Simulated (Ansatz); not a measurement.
Ti (hcp (Mg type), P6_3/mmc) at seven volumes, DFT-PBE in the program Ansatz with PAW potentials, shape and atoms relaxed at each. One row is withheld.

| V (Å³/atom) | P (GPa) |
|---|---|
| 15.824 | 12.47 |
| 16.346 | 7.73 |
| 16.868 | 3.59 |
| 17.389 | 0.00 |
| 17.911 | -3.13 |
| 18.433 | -5.86 |
| 18.954 | ? |

Task: Fit the shown pressures and predict the withheld one.

Result: P = (3/2)B₀(x^(7/2) − x^(5/2))[1 + (3/4)(B′ − 4)(x − 1)] with x = (V₀/V)^(2/3). Least squares on the six rows gives V₀ = 17.390 Å³/atom, B₀ = 112 GPa, B′ = 3.59. At V = 18.954, x = 0.9442 and P = -8.26 GPa. The run itself gave -8.23 GPa.

Symmetry was held in the PBE relaxation. No spin polarisation was allowed.

Potentials: the later of the program's two PAW sets.
